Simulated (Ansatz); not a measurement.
# What a trial cell of FeBr4 relaxes into

These are results of DFT PBE, scalar-relativistic, plane waves, PAW (Ansatz), not measurements. Cutoff 420 eV, Gaussian smearing, Γ-centred meshes. Cell and atoms relax first on a coarse mesh, the cell is then made exact in the group found at 0.06 to 0.08 Å, and last on a converged mesh; the steps can't lower the symmetry of their start. Collinear spin, starting moments Fe 4.0 μB.

Recipe of this trial structure of FeBr4: random cell by space group and Wyckoff sites (F-43m, No. 216). Its size is a rough estimate.

```cif
data_structure
_symmetry_space_group_name_H-M 'F-43m'
_symmetry_Int_Tables_number 216
_cell_length_a 8.6310
_cell_length_b 8.6310
_cell_length_c 8.6310
_cell_angle_alpha 90.000
_cell_angle_beta 90.000
_cell_angle_gamma 90.000
_cell_volume 642.97
loop_
_atom_site_label
_atom_site_type_symbol
_atom_site_symmetry_multiplicity
_atom_site_Wyckoff_symbol
_atom_site_fract_x
_atom_site_fract_y
_atom_site_fract_z
_atom_site_occupancy
Fe1 Fe 4 c 0.25000 0.25000 0.25000 1
Br1 Br 16 e 0.39136 0.10864 0.39136 1
```

The zero of energy is the elements' standard structures at the same level; no fitted shifts are applied. The references include crystalline Br.

**Question.** Where does the relaxation end?

**Answer.** The symmetry stays F-43m (No. 216). The volume per atom grows by 83.3 %, from 32.1 to 58.9 Å³. The shortest distance goes from 2.11 Å (Fe–Br) to 2.28 Å (Fe–Br). The end is written in a standard setting, so origin, axes and order of atoms can differ from the start's. Conventional cell: a = 10.562 Å. Around Fe lie 4 Br at 2.28 Å; Br has 1 Fe at 2.28 Å.

```cif
data_structure
_symmetry_space_group_name_H-M 'F-43m'
_symmetry_Int_Tables_number 216
_cell_length_a 10.5622
_cell_length_b 10.5622
_cell_length_c 10.5622
_cell_angle_alpha 90.000
_cell_angle_beta 90.000
_cell_angle_gamma 90.000
_cell_volume 1178.33
loop_
_atom_site_label
_atom_site_type_symbol
_atom_site_symmetry_multiplicity
_atom_site_Wyckoff_symbol
_atom_site_fract_x
_atom_site_fract_y
_atom_site_fract_z
_atom_site_occupancy
Fe1 Fe 4 c 0.25000 0.25000 0.25000 1
Br1 Br 16 e 0.37471 0.37471 0.12529 1
```

**Question.** How does it come out in energy, and is it a metal?

**Answer.**

| Item | Value |
| --- | --- |
| Energy over the elements | −0.33 eV/atom |
| Gap on the 6×6×6 mesh of the 5-atom cell | 0 eV (a metal) |
| Net moment per atom | 0.80 μB |
| Moment by site | Fe 3.1 μB |

A negative formation energy is needed for stability but isn't enough: competing phases decide.

The last run used collinear spin and Gaussian smearing of 0.10 eV. No dispersion correction is applied, so the spacing and binding between layers, chains or molecules are poorly described. In such compounds of Fe a zero gap at this level may well be an artefact, since no Hubbard U is applied. The reference form of Br is held partly by dispersion forces, which this level lacks. The magnetic state reached may not be the lowest. Symmetry constrained the relaxation, so the result can be a saddle point. Site moments count only spheres around the atoms; the net moment includes the space between them.
